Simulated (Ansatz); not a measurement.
Si$_{2}$W:
Space group P6₂22 (No. 180); a = 4.5809 Å, b = 4.5809 Å, c = 6.6103 Å, α = 90.00°, β = 90.00°, γ = 120.00°

```json
[
 {"atom": "Si", "site": "6j", "symmetry": "..2", "x": "0.3271", "y": "0.1636", "z": "0.1667"},
 {"atom": "W", "site": "3d", "symmetry": "222", "x": "0.5000", "y": "0.0000", "z": "0.5000"}
]
```

This is the r²SCAN-relaxed structure.

Task: All from r²SCAN (plane waves, PAW; program Ansatz), unless another level is named. Give the electronic dielectric constant ε∞ (DFPT).

Result: 26.5 (xx = yy), 25.6 (zz).

Task: Give the Bader charges.

Result: Si -0.07, W +0.13 e.

Task: And the Born charges (a third of the trace)?

Result: Si +3.97, W -7.95 e.

Task: Give the static dielectric constant ε0 (ions relaxed, cell fixed).

Result: 52.4 (xx = yy), 48.0 (zz).

Space group P6_222. The workflow started from a Materials Project entry (that database holds measured and hypothetical structures alike); the Crystallography Open Database copy checked does not list it. It is not the phase usual at ambient conditions (space group No. 139). Symmetry was held in the r²SCAN relaxation; phonons on a q-mesh show no instability. The run is not spin-polarised. Spin–orbit coupling is left out wherever it is not named.

Potentials: the earlier of the program's two PAW sets.
